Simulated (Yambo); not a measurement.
Yambo run on CsHF₂ (space group I4/mcm, No. 140). The wavefunctions come from this Quantum ESPRESSO step (PBEsol, PseudoDojo standard norm-conserving files, scalar-relativistic):

```
&CONTROL
  calculation = 'nscf'
  pseudo_dir = './pseudo'
  outdir = './out'
/
&SYSTEM
  ibrav = 0
  nat = 8
  ntyp = 3
  ecutwfc = 84.0
  ecutrho = 336.0
  occupations = 'fixed'
  force_symmorphic = .true.
  nbnd = 209
/
&ELECTRONS
  conv_thr = 8e-09
  diago_full_acc = .true.
  diago_thr_init = 1e-08
/
ATOMIC_SPECIES
H 1.0080 H.upf
F 18.9984 F.upf
Cs 132.9055 Cs.upf
CELL_PARAMETERS angstrom
 -3.056300000000   3.056300000000   3.888825000000
  3.056300000000  -3.056300000000   3.888825000000
  3.056300000000   3.056300000000  -3.888825000000
ATOMIC_POSITIONS crystal
H   0.500000000000   0.000000000000   0.500000000000
H   0.000000000000   0.500000000000   0.500000000000
F   0.368010000000   0.868010000000   0.236020000000
F   0.631990000000   0.131990000000   0.763980000000
F   0.868010000000   0.631990000000   0.500000000000
F   0.131990000000   0.368010000000   0.500000000000
Cs   0.750000000000   0.750000000000   0.000000000000
Cs   0.250000000000   0.250000000000   0.000000000000
K_POINTS automatic
2 2 2 0 0 0
```

Yambo input:

```
rim_cut
gw0
dyson
el_el_corr
HF_and_locXC
ppa
em1d
RandQpts= 1000000
RandGvec= 1 Ry
EXXRLvcs= 84 Ry
VXCRLvcs= 336 Ry
Chimod= "HARTREE"
% BndsRnXp
 1 | 207 |
%
NGsBlkXp= 7 Ry
% LongDrXp
 1.0 | 1.0 | 1.0 |
%
PPAPntXp= 27.2114 eV
% GbndRnge
 1 | 207 |
%
GTermKind= "BG"
DysSolver= "n"
ExtendOut
% QPkrange
 1 | 1 | 24 | 25 |
 2 | 2 | 24 | 25 |
 3 | 3 | 24 | 25 |
 4 | 4 | 24 | 25 |
%
```

k points by index: 1 = Γ, 2 = X, 3 = N, 4 = Z.

Resulting energies as the program prints them:

```
#    K-point    Band    Eo [eV]    E [eV]    E-Eo [eV]    Vxc [eV]    Vnlxc [eV]    Sc|Eo [eV]    Sc|E [eV]    dSc/dw|Eo [eV]    Re(Z)    Im(Z)
#
    1    24    0.000000    -2.500960    -2.500960    -21.58610    -29.05948    4.408480    4.972423    -6.135477    0.816008    -0.001372
    1    25    6.564284    7.577424    1.013140    -7.522150    -3.570131    -2.822222    -2.938879    -3.133025    0.896751    -0.642980E-3
    2    24    -0.108158    -2.639650    -2.531492    -21.64843    -29.28876    4.529695    5.108842    -6.224865    0.813826    -0.001464
    2    25    8.090464    9.378096    1.287633    -8.026123    -3.722435    -2.855303    -3.016055    -3.396991    0.889017    -0.658144E-3
    3    24    -0.162271    -2.705055    -2.542784    -21.60578    -29.24081    4.512349    5.092255    -6.205326    0.814302    -0.001484
    3    25    8.582513    9.786706    1.204193    -8.527028    -4.358448    -2.815056    -2.964387    -3.374336    0.889676    -0.518673E-3
    4    24    -0.251790    -2.837879    -2.586090    -21.99660    -29.99518    4.799771    5.412495    -6.446581    0.808464    -0.001784
    4    25    7.589818    8.717451    1.127633    -7.675177    -3.684542    -2.728480    -2.863002    -3.245992    0.893425    -0.696270E-3
```
(The two width columns are left out.) Convergence of these settings isn't established.

Geometry of the Materials Project entry, not relaxed at this level.

The structure is a Materials Project entry; no match was found in the copy of COD used, and its stability was not checked.
